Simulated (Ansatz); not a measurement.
## W3Si2: energy along a strain

W3Si2, P4/mbm, a = 6.582 Å, c = 3.275 Å (as given, not relaxed at this level: 0.0 GPa, forces to 0.03 eV/Å). The structure is a Materials Project entry; whether it is the stable form wasn't checked. Ansatz: PBEsol, PAW, 420 eV, Γ-centred 6×6×12 mesh on 10 atoms, Gaussian smearing 0.15 eV; no spin polarisation. Cell vectors (Å): 6.582 0.000 0.000; 0.000 6.582 0.000; 0.000 0.000 3.275. The cell is strained by x per cent times the pattern (1 1 0 0 0 0) in the order xx yy zz yz xz xy (engineering shears), with fractional coordinates held. y is the free energy over the start, V0 = 14.190 Å³/atom.

| x (%) | y (meV/atom) |
| --- | --- |
| -2.00 | 22.39 |
| -1.50 | 12.36 |
| -1.00 | 5.37 |
| -0.50 | 1.29 |
| 0.00 | 0.00 |
| 0.50 | 1.38 |
| 1.00 | 5.32 |
| 1.50 | 11.70 |
| 1.75 | ? |
| 2.00 | 20.43 |

Fit y = c1 x + c2 x² + c3 x³ to the other rows, get the stiffness along the pattern, and predict the missing energy.

Least squares on the rows shown. y = 0.12884 x + 5.3508 x² − 0.15475 x³. The clamped-ion stiffness p·C·p = 2 × 53.51 eV × 160.2 / 14.190 Å³ = 1208 GPa (second derivative at the start, which stands under stress). At x = 1.75 the fit asked for gives 15.78 meV/atom. The run gave 15.78 meV/atom, the same to the digits shown.

Spin–orbit coupling is left out, which can shift energies with elements as heavy as these.